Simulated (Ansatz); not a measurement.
# Te3Pb4Se: relaxed-ion elastic tensor

Method: DFT PBE, scalar-relativistic, plane waves, PAW (Ansatz 0.2.0). Cutoff 420 eV, 6×6×6 k-points (Γ-centred), Gaussian smearing of 0.01 eV. No spin polarisation.

Relaxed structure:
```
CELL_PARAMETERS angstrom
6.49257 0.00000 0.00000
0.00000 6.49257 0.00000
0.00000 0.00000 6.49257
ATOMIC_POSITIONS crystal
Te 0.50000 0.00000 0.00000
Te 0.00000 0.00000 0.50000
Te 0.00000 0.50000 0.00000
Pb 0.00000 0.50000 0.50000
Pb 0.50000 0.50000 0.00000
Pb 0.00000 0.00000 0.00000
Pb 0.50000 0.00000 0.50000
Se 0.50000 0.50000 0.50000
```

The structure comes from a generated guess, relaxed at this level; another structure or a mixture of phases may lie lower. Spin–orbit coupling is left out, which matters for heavy elements.

Question: Give the relaxed-ion elastic constants (GPa, Voigt order xx yy zz yz xz xy, on the Cartesian axes of the cell above).

Answer:
C11 = 106.0, C12 = 7.0, C13 = 7.0, C22 = 106.0, C23 = 7.0, C33 = 106.0, C44 = 14.6, C55 = 14.6, C66 = 14.6 GPa; the others vanish.

Question: Is the crystal stable against homogeneous strain?

Answer: Yes: the least eigenvalue of the tensor is 14.6 GPa.

Question: And the moduli of a polycrystal (Hill averages)?

Answer: B = 40 GPa, G = 24 GPa, E = 61 GPa, ν = 0.25.
